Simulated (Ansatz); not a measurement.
All numbers below come from DFT PBE, scalar-relativistic, plane waves, PAW (Ansatz 0.2.0). Cutoff 420 eV, Γ-centred meshes of about 0.25 Å⁻¹ or finer for metals and 0.3 Å⁻¹ for insulators (2π included), Gaussian smearing. No spin polarisation.

Relaxed structures of Sc2As3Se3, with energies over the first row. Coordination counts As or Se atoms around Sc (for each partner element, those within 1.25 times its shortest distance or 1.15 times the sum of covalent radii, where it is the nearest in units of that sum or under 1.3).

```tsv
#	form	sites	V (Å³/atom)	coordination	ΔE (meV/atom)
1	R-3m	Sc 6c; As 6c, 3b; Se 3a, 6c	24.7	Sc 6	0
2	Pmmm	Sc 2q; As 1e, 1d, 1b; Se 2t, 1g	26.6	Sc 8	98
```

A further structure, relaxed alike:

```xyz
8
Lattice="3.7089 0.0000 0.0000 0.0000 3.7089 0.0000 0.0000 0.0000 15.3198" Properties=species:S:1:pos:R:3 pbc="T T T"
Sc    1.8544    0.0000   13.0948
Sc    0.0000    1.8544    2.2250
As    0.0000    0.0000    7.6599
As    0.0000    0.0000    0.0000
As    1.8544    1.8544    7.6599
Se    0.0000    1.8544   12.1017
Se    1.8544    0.0000    3.2181
Se    1.8544    1.8544    0.0000
```

Question: Place it among the others.

Answer: It falls between rows 1 and 2, 78 meV/atom above row 1, with space group P-4m2 (No. 115) and 26.3 Å³/atom. Counting As or Se atoms around Sc, this cell has Sc 8 and row 1 has Sc 6. Sc has 6 Se at 2.80–2.90 Å and 2 As at 2.90 Å; As on its first site is surrounded by 4 As at 2.62 Å; around As on its second site lie 4 Se at 2.62 Å and 4 Sc at 2.90 Å; Se on a site of symmetry 2mm is surrounded by 4 Sc at 2.80 Å; 2 more sites not described.

The k mesh leaves some 4 meV/atom of noise in the energy of each metallic cell. Weakly bound directions are ill-defined at this level, which has no dispersion term (R-3m, P-4m2, Pmmm), and this can change margins and order among such cells. In R-3m, P-4m2, Pmmm an odd number of electrons in the primitive cell allows no gap without spin; a larger cell or a magnetic state could open one. Trial moments fell under 0.15 μB along the way in R-3m, P-4m2 and Pmmm; another start might hold them. With atoms moved at random, row 1 came back. Row 2 and the further cell had no clear such test and can be saddle points.
